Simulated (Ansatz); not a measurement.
Method: PBEsol, scalar-relativistic; collinear spin; PAW, 420 eV, 8×8×8 k-mesh, Gaussian smearing of 0.05 eV; code Ansatz. The datasets are Ansatz's generated set soft_2.

The calculation on XZn3, where X is one element, gave:

- Space group: Pm-3m (No. 221)
- Conventional cell: a = 4.301 Å, b = 4.301 Å, c = 4.301 Å, α = 90.00°, β = 90.00°, γ = 90.00°
- Volume: 19.89 Å³/atom
- Band gap: zero (metallic)
- Density of states at the Fermi level: 0.90 states/(eV·atom)
- Magnetic state: ferromagnetic (the only order tried)
- Site spin moments: X 6.74; Zn 0.09 μB
- Spin moment of the cell: 7.51 μB
- f electrons (orthogonalised atomic orbitals): X 6.77
- Formation energy from the elements (0 K, uncorrected): -0.07 eV/atom
- Bulk modulus (Birch–Murnaghan): 50 GPa
- Pressure derivative B0′: 4.9

Sites: X on 1a, Zn on 3c.

**Question.** Which element is X?
A. Gd
B. Sm
C. Pm
D. Eu

**Answer.** D. X is Eu, so the compound is EuZn3.

The start was a prototype's sites filled with these elements, not a measured cell.

Without a U the 4f levels of Eu lie too near the Fermi level, so their share of the states there, and what hangs on it, is overstated. Scalar-relativistic only: spin–orbit splittings of the heavy atoms' levels are missing. Site moments are of spin, integrated over atomic spheres. No antiparallel order was tried.
